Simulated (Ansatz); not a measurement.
System: Pb (fcc type), 1 atom in the cell.

Level of theory: Ansatz 0.2.0 development build, PBE with spin–orbit coupling, all-electron LAPW, point nucleus.

k-mesh 4×4×4 Γ-centred; Fermi–Dirac smearing of 0.15 eV.

```yaml
crystal:
  lattice:
    - [0.00000, 2.51980, 2.51980]
    - [2.51980, 0.00000, 2.51980]
    - [2.51980, 2.51980, 0.00000]
  atoms:
    - { symbol: Pb, position: [0.00000, 0.00000, 0.00000] }
```
Lattice in Å, positions in fractions of it.

Question: Would the cell expand or shrink if it were free to relax?

Answer: The pressure is 0.63 GPa, so at these settings the cell is compressed and would expand.

The k-mesh is coarse, so these values belong to this mesh and can lie far from the converged ones.
